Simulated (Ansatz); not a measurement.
Ansatz run, Ti2Co

input.yaml (Ansatz 0.2.0)

```yaml
crystal:
  lattice:
    - [0.0, 3.396559, 3.396559]
    - [3.396559, 0.0, 3.396559]
    - [3.396559, 3.396559, 0.0]
  atoms:
    - { symbol: Co, position: [0.0, 0.0, 0.0] }
    - { symbol: Co, position: [0.25, 0.25, 0.25] }
    - { symbol: Ti, position: [0.625, 0.625, 0.625] }
    - { symbol: Ti, position: [0.125, 0.625, 0.625] }
    - { symbol: Ti, position: [0.625, 0.625, 0.125] }
    - { symbol: Ti, position: [0.625, 0.125, 0.625] }
  symmetry: { tolerance: 0.0003 }
kpoints:
  mp_grid: { grid: [9, 9, 9], shift: [0, 0, 0] }
  band_path:
    path:
      - [0.0, 0.0, 0.0]
      - [0.5, 0.0, 0.5]
      - [0.625, 0.25, 0.625]
      - [0.375, 0.375, 0.75]
      - [0.0, 0.0, 0.0]
      - [0.5, 0.5, 0.5]
      - [0.5, 0.25, 0.75]
      - [0.5, 0.0, 0.5]
    npoints: 8
magnetization:
  spin_polarized: false
scf:
  occupations: { method: fermi_dirac }
  lower_state_search: "off"
  max_iter: 200
hamiltonian:
  pseudopotentials: { kind: paw }
  xc: r2scan
basis:
  ecutwfc: 500
  fft_grid_basis: typed
output:
  forces: true
  stress: true
  eigenvalues: true
  bader: true
  populations: true
  elf: true
  write_potential: true
  volumetric_format: npy
  dos:
    e_range: [-12, 8]
    de: 0.05
    projected: { site_lists: { Co: [Co], Ti: [Ti] } }
checkpoint:
  read: saved_state
```

The run starts from an earlier solution of this cell. 

Excerpt of what it printed:

```
Free energy (F): -20276.7695 eV
Harris-Foulkes:  -20276.7695 eV  (|F-HF|=6.77e-9)
Internal energy: -20276.4890 eV  (E = F + TS)
E sigma→0 (E₀):  -20276.6293 eV
Entropy (-TS):   -0.2805 eV (-46.752 meV/atom)
Fermi energy:    16.6638 eV
--- Forces (eV/Å), atoms counted from 1 ---
  atom   1  Co     0.0000     0.0000     0.0000
  atom   2  Co     0.0000     0.0000     0.0000
  atom   3  Ti     0.0000     0.0000     0.0000
  atom   4  Ti     0.0000     0.0000     0.0000
  atom   5  Ti     0.0000     0.0000     0.0000
  atom   6  Ti     0.0000     0.0000     0.0000
--- Stress (GPa, compression-positive) ---
       14.4924       0.0000       0.0000
        0.0000      14.4924       0.0000
        0.0000       0.0000      14.4924
  P = ⅓ Tr σ = 14.4924 GPa (144.924 kbar)
--- Bader charges: 6 sites ---
  site symbol  charge [e]  shift [e]
     0     Co     -1.1294     0.0027
     1     Co     -1.1294     0.0027
     2     Ti      0.5647     0.0014
     3     Ti      0.5647     0.0014
     4     Ti      0.5647     0.0014
     5     Ti      0.5647     0.0014
```

Origin: a database entry at a rescaled volume. Caveats: no spin polarisation, so a magnetic state may lie lower; atoms or cell far from equilibrium.
